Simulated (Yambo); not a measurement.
Yambo input for MgS (zinc blende, space group F-43m, No. 216) under isotropic strain of +2 % on all lattice vectors (a = b = c = 4.077 Å, α = β = γ = 60.00°), on PBEsol (pw.x of Quantum ESPRESSO, ONCV potentials, without SOC) wavefunctions on a 12×12×12 mesh:

```
optics
chi
dipoles
kernel
FFTGvecs= 40 Ry
Chimod= "HARTREE"
NGsBlkXd= 4 Ry
% QpntsRXd
 1 | 1 |
%
% BndsRnXd
 5 | 33 |
%
GrFnTpXd= "R"
% EnRngeXd
 0.0 | 20.0 | eV
%
% DmRngeXd
 0.2 | 0.2 | eV
%
CGrdSpXd= 50
ETStpsXd= 161
% LongDrXd
 1.0 | 0.0 | 0.0 |
%
% XfnQP_E
 1.843 | 1.0 | 1.0 |
%
```

First lines of the file o-*.eps_q1_inv_rpa_dyson:

```
Absorption @ Q(1):   1.00000000     0.00000000     0.00000000    [q->0 direction]
#
# [ X ] Hartree size     :   65
# [GEN] GF Energies     : Perdew, Burke & Ernzerhof SOL(X)+Perdew, Burke & Ernzerhof SOL(C)+ user defined corrections @E
# [GEN] Green`s Function     : Retarded
#
# [GEN] Gauge     : Length
# [GEN] [r,Vnl] included     : yes
#
#    E[1] [eV]     Im(eps)     Re(eps)     Im(eps_o)     Re(eps_o)
#
     0.000000     -0.12931E-14     3.244714     0.29068E-17     3.775758
     0.125000     0.001555     3.245198     0.002014     3.776385
     0.250000     0.003115     3.246653     0.004035     3.778270
     0.375000     0.004685     3.249083     0.006068     3.781417
     0.500000     0.006271     3.252496     0.008122     3.785838
     0.625000     0.007878     3.256903     0.010202     3.791546
     0.750000     0.009511     3.262320     0.012317     3.798562
     0.875000     0.011177     3.268764     0.014473     3.806907
     1.000000     0.012882     3.276258     0.016678     3.816610
     1.125000     0.014632     3.284827     0.018941     3.827704
     1.250000     0.016435     3.294502     0.021272     3.840229
     1.375000     0.018298     3.305318     0.023679     3.854228
     1.500000     0.020230     3.317315     0.026173     3.869752
     1.625000     0.022240     3.330538     0.028767     3.886859
     1.750000     0.024338     3.345039     0.031473     3.905614
     1.875000     0.026537     3.360875     0.034305     3.926091
     2.000000     0.028849     3.378113     0.037280     3.948373
     2.125000     0.031288     3.396826     0.040416     3.972553
     2.250000     0.033872     3.417098     0.043733     3.998736
     2.375000     0.036619     3.439024     0.047254     4.027042
     2.500000     0.039553     3.462712     0.051008     4.057604
     2.625000     0.042698     3.488282     0.055025     4.090574
     2.750000     0.046085     3.515874     0.059343     4.126126
     2.875000     0.049752     3.545647     0.064005     4.164455
     3.000000     0.053741     3.577784     0.069064     4.205789
     3.125000     0.058107     3.612496     0.074583     4.250386
     3.250000     0.062915     3.650032     0.080639     4.298550
     3.375000     0.068249     3.690682     0.087330     4.350633
     3.500000     0.074216     3.734792     0.094779     4.407052
     3.625000     0.080954     3.782776     0.103145     4.468304
     3.750000     0.088653     3.835140     0.112641     4.534990
     3.875000     0.097571     3.892510     0.123560     4.607848
     4.000000     0.108086     3.955675     0.136319     4.687798
```
(The file goes on to the top of the energy range.) Convergence of the RPA response with its 12×12×12 mesh was not tested. The scissor comes from a G0W0 run whose convergence isn't established.

Geometry strained from the cell relaxed with PBEsol, atoms relaxed again.

This is not the ordinary phase of the substance; no match was found in the copy of COD used, and its stability was not checked.
